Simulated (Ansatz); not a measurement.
HfO$_{2}$:
```
HfO2
1.0
    0.00000     2.54881     2.54881
    2.54881     0.00000     2.54881
    2.54881     2.54881     0.00000
Hf O
1 2
Direct
  0.00000   0.00000   0.00000
  0.25000   0.25000   0.25000
  0.75000   0.75000   0.75000
```

Relaxed with PBE.

Give the Bader charges and basin volumes of the independent atoms, the program Ansatz at the PBE level (PAW).



| atom | Bader charge (e) | Bader volume (Å³) |
|---|---|---|
| Hf1 | +2.69 | 9.9 |
| O2 | -1.34 | 11.6 |

Space group Fm-3m (fluorite). This is a known high-temperature phase of the composition, computed here at zero pressure and temperature. The cell was relaxed with PBE under the symmetry of its start. At this level the phase is dynamically unstable (imaginary phonons). No spin polarisation was allowed. Scalar-relativistic: spin–orbit coupling is off unless named, which matters more the heavier the elements.

Potentials: the later of the program's two PAW sets.
